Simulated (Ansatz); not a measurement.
TaAs:
```yaml
crystal:
  lattice:
    - [-1.73141, 1.73141, 5.86744]
    - [1.73141, -1.73141, 5.86744]
    - [1.73141, 1.73141, -5.86744]
  atoms:
    - { symbol: Ta, position: [0.75017, 0.25017, 0.50000] }
    - { symbol: Ta, position: [0.00017, 0.00017, 0.00000] }
    - { symbol: As, position: [0.33243, 0.83243, 0.50000] }
    - { symbol: As, position: [0.58243, 0.58243, 0.00000] }
```

Relaxed with PBE. Special points in fractions of this cell's reciprocal vectors: Γ (0.000, 0.000, 0.000); X (0.000, 0.000, 0.500); P (0.250, 0.250, 0.250); N (0.000, 0.500, 0.000); M (0.500, 0.500, -0.500); S (0.272, 0.728, -0.272); S0 (-0.272, 0.272, 0.272); R (-0.044, 0.044, 0.500); G (0.500, 0.500, -0.044).

Question: List the band energies nearest the Fermi level at these points for PBE (plane waves, PAW; program Ansatz).

Answer: In eV from the Fermi level; about four levels below and three above (degenerate sets whole), none deeper than 8.9 eV; points with the same levels are listed once.

| k | below | above |
|---|---|---|
| Γ | -2.32 -1.91 -1.65 -1.65 | 0.87 1.54 2.31 |
| X | -3.18 -3.18 -1.14 -1.14 | 2.74 2.74 3.01 3.01 |
| P | -3.19 -3.19 -1.14 -1.14 | 2.75 2.75 3.01 3.01 |
| N | -2.45 -2.30 -1.54 -0.27 | 0.12 1.35 2.22 |
| M | -2.76 -2.76 -0.98 -0.98 | 1.18 1.18 2.26 2.26 |
| S | -2.43 -2.41 -1.73 -0.11 | 0.09 1.69 2.09 |
| R | -3.15 -3.15 -1.16 -1.16 | 2.59 2.59 2.92 2.92 |

Space group I4_1md. The cell was relaxed with PBE under the symmetry of its start; of distortions, only those at the zone centre were tested. The run is not spin-polarised. A small band overlap can be real or an error of a semilocal functional. The Fermi level of a semimetal is unsure by some 0.05 eV on such meshes. Spin–orbit coupling is left out wherever it is not named.

Potentials: the later of the program's two PAW sets.
